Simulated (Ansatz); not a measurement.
Input:

SnSe:
```cif
data_Se4Sn4
_chemical_formula_sum 'Se4 Sn4'
_space_group_name_H-M_alt 'F-43m'
_space_group_IT_number 216
_space_group_name_Hall 'F -4 2 3'
_cell_length_a 6.77990
_cell_length_b 6.77990
_cell_length_c 6.77990
_cell_angle_alpha 90.000
_cell_angle_beta 90.000
_cell_angle_gamma 90.000
loop_
_atom_site_label
_atom_site_type_symbol
_atom_site_symmetry_multiplicity
_atom_site_Wyckoff_symbol
_atom_site_fract_x
_atom_site_fract_y
_atom_site_fract_z
_atom_site_occupancy
Se1 Se 4 d 0.75000 0.75000 0.75000 1
Sn1 Sn 4 a 0.00000 0.00000 0.00000 1
```
(The calculation used a cell of 2 atoms; values per cell refer to that cell.)

This is the PBE-relaxed structure.

### Question
All from plane-wave PAW PBE (Ansatz code), unless another level is named. Give the electronic character.

### Answer
no gap, with almost no states at the Fermi level (zero-gap or semimetallic).

### Question
Predict the formation energy from the elements (no fitted shifts).

### Answer
-0.20 eV/atom.

### Question
And the gap with spin–orbit coupling?

### Answer
none (metallic).

The start of the workflow was typed in or built on a structure type; neither database checked (COD, Materials Project) lists it. It is not the phase usual at ambient conditions (space group No. 62). The cell was relaxed with PBE under the symmetry of its start; its stability against distortions is not shown here. The volume moved by 17 % from the start of the relaxation. A small band overlap can be real or an error of a semilocal functional. The references are the lowest solids computed at this level, not always the standard phases. Scalar-relativistic: spin–orbit coupling is off unless named, which matters more the heavier the elements.

Potentials: the earlier of the program's two PAW sets.
